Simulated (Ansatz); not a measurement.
The relaxed structure here is a generated cell of AlIr: the first start was made by a random draw of sites in a space group, and the end was not matched to a known phase here, so it may be hypothetical.

A relaxed cell of AlIr (P6₃/mmc (No. 194)), relaxed on a k-mesh at least as fine as the one used below. These are PBE (plane waves to 420 eV, PAW, scalar-relativistic; Ansatz, an electronic-structure program) values and carry that method's errors. Γ-centred k-mesh 9×9×4 on the run's cell (coarser than for final values), Fermi–Dirac smearing 0.05 eV.

```
AlIr
1.0
    4.14393     0.00000     0.00000
   -2.07197     3.58875     0.00000
    0.00000     0.00000     8.33290
Al Ir
4 4
Direct
  0.33333   0.66667   0.25000
  0.66667   0.33333   0.75000
  0.00000   0.00000   0.50000
  0.00000   0.00000   0.00000
  0.33333   0.66667   0.90317
  0.66667   0.33333   0.40317
  0.66667   0.33333   0.09683
  0.33333   0.66667   0.59683
```

The atoms are displaced by (Å):

| atom | ux | uy | uz |
|---|---|---|---|
| Al1 | 0.226 | -0.072 | -0.036 |
| Al2 | 0.031 | 0.024 | -0.009 |
| Al3 | 0.042 | -0.025 | 0.101 |
| Al4 | -0.078 | -0.062 | -0.109 |
| Ir5 | 0.040 | -0.257 | 0.102 |
| Ir6 | 0.077 | -0.062 | -0.058 |
| Ir7 | -0.038 | 0.047 | 0.047 |
| Ir8 | -0.019 | -0.031 | -0.040 |

**Question.** What forces (eV/Å) and pressure result?

**Answer.** 
| atom | Fx | Fy | Fz |
|---|---|---|---|
| Al1 | -1.52 | 0.76 | 0.71 |
| Al2 | -0.16 | -0.41 | -0.18 |
| Al3 | -0.16 | -0.16 | -0.26 |
| Al4 | 0.89 | -1.34 | 0.45 |
| Ir5 | -0.83 | 2.10 | -1.22 |
| Ir6 | 0.17 | -0.16 | 0.97 |
| Ir7 | 1.14 | -1.03 | -1.12 |
| Ir8 | 0.47 | 0.24 | 0.65 |

Pressure +3.9 GPa.

**Question.** Estimate the energy cost of the displacement in the harmonic approximation and compare with the calculation.

**Answer.** For a harmonic well ΔE = −½ Σ F·u = 0.709 eV a cell, or 89 meV/atom. The calculated energy relative to the undisplaced cell is +0.08 eV/atom, so the harmonic estimate holds well.

No spin polarisation in the result.

The run that gave the undisplaced cell could not lose the symmetry of its start; a randomly shaken copy of 8 atoms returns to this structure.
